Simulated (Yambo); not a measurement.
# LiBaF3: sweep of GW parameters

G0W0@PBEsol for LiBaF$_{3}$ (cubic perovskite, space group Pm-3m, No. 221) in Yambo. Reference settings: 4×4×4 Γ-centred k mesh, bands 2 to 121 and a 8 Ry block in the screening, 121 bands in G with the Bruneval-Gonze terminator, plasmon pole fitted at 27.2 eV. The PBEsol gap Γ → Γ on this mesh is 6.61 eV; G0W0 gaps are taken between the same points.

```
change from the reference     G0W0 gap Γ → Γ (eV)  shift of the valence edge (eV)
----------------------------  -------------------  ------------------------------
reference settings                           9.84                           -2.11
48 bands in W, 48 bands in G                10.11                           -2.00
79 bands in G                                9.87                           -2.12
1 Ry block                                  10.99                           -3.10
3 Ry block                                  10.12                           -2.39
48 bands in G, no terminator                 9.73                           -1.48
```

The reference isn't shown to be the converged limit.

The cell is held in this high symmetry; tilts and polar distortions were not searched.

Geometry of the Materials Project entry, not relaxed at this level; primitive cell a = 3.989 Å, b = 3.989 Å, c = 3.989 Å, α = 90.00°, β = 90.00°, γ = 90.00°.

The structure is a Materials Project entry; no match was found in the copy of COD used, and its stability was not checked.

A shift is the quasiparticle energy of the state minus its PBEsol energy.
